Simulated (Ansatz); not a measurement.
Clean, relaxed (111) surface of Pb, space group Fm-3m (No. 225) (top face towards +c; atoms held fixed, by place in the list: 1):

```
CELL_PARAMETERS angstrom
3.53251 0.00000 0.00000
-1.76625 3.05924 0.00000
0.00000 0.00000 22.76856
ATOMIC_POSITIONS crystal
Pb 0.66667 0.33333 0.37332
Pb 0.33333 0.66667 0.49521
Pb 0.00000 0.00000 0.61704
```

Theory: Ansatz, DFT r2SCAN, scalar-relativistic, plane waves, PAW. Cutoff 500 eV; k points 9×9×1 on the computed 3-atom cell (Γ-centred); Gaussian smearing, width 0.10 eV; no spin polarisation. The cell repeats along c with a dipole correction in the vacuum.

C (atom) is put at the top (Pb) at (0.00, 0.00) site, one adsorbate per 10.8 Å², and relaxed. The adsorption energy is E(slab + adsorbate) − E(slab) − E(free adsorbate, spin-polarised where open-shell). Heights count from the highest slab atom after relaxation. Bonded neighbours lie within 1.25 times the sum of covalent radii (1.35 for H) and, on that scale, within 12 % of the closest. With the adsorbate the cell is lengthened along c to keep the vacuum.

Question: How strongly does it bind, and where does its anchoring atom end?

Answer: -1.01 eV; at (0.00, 0.00), 1 bonded neighbour (Pb).

Question: How high does its anchoring atom sit over the highest slab atom, and what is the shortest contact with the surface?

Answer: 2.25 Å; C–Pb 2.25 Å.

Question: The clean face has a work function of 3.97 eV. How does the adsorbate change it?

Answer: By +3.03 eV.

Each end is the local minimum or symmetric point that its start leads to. The slab is only 5.8 Å thick, so the energies aren't converged with thickness.

The adsorbed runs have no spin polarisation, so weakly bound open-shell ends lie too high.